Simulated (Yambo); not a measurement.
A G0W0@PBEsol run in Yambo for MgH$_{2}$ (space group Pbcn, No. 60) (4×2×2 Γ-centred k mesh, bands 17 to 173 and a 7 Ry block in the screening, 173 bands in G with the Bruneval-Gonze terminator, plasmon pole fitted at 27.2 eV) gives these matrix elements, in eV, at the band edges (Γ → Γ):

| state | E0 | <Vxc> | <Σx> | <Σc(E0)> | Z |
|---|---|---|---|---|---|
| valence edge | 0.000 | -11.575 | -15.043 | 1.854 | 0.780 |
| conduction edge | 3.528 | -8.306 | -4.075 | -3.327 | 0.820 |

### Question
Solve the linearised quasiparticle equation for both states, give the gap, and say how exchange and correlation each act on it.

### Answer
E = E0 + Z(Σx + Σc − Vxc). Valence: 0.000 + 0.780 × (-15.043 + (1.854) − (-11.575)) = -1.26 eV. Conduction: 3.528 + 0.820 × (-4.075 + (-3.327) − (-8.306)) = 4.27 eV. The gap is 5.53 eV, against 3.53 eV in PBEsol. Replacing Vxc by bare exchange alone would open it by 7.70 eV; correlation takes back 5.18 eV of that, and Z scales what is left. Nearest settings tried, and what they do to the gap: 113 bands in W, 113 bands in G: -28 meV; 6 Ry block (201 vectors against 261): -49 meV; 2×2×2 mesh: -20 meV. So the settings aren't converged at that level. The mesh misses a band edge: along a dense path the PBEsol gap is 3.41 eV against 3.53 eV on the mesh. 

Geometry of the Materials Project entry, not relaxed at this level; primitive cell a = 4.4791 Å, b = 5.3926 Å, c = 4.8955 Å, α = β = γ = 90.00°.

The structure is a Materials Project entry; no match was found in the copy of COD used, and its stability was not checked.
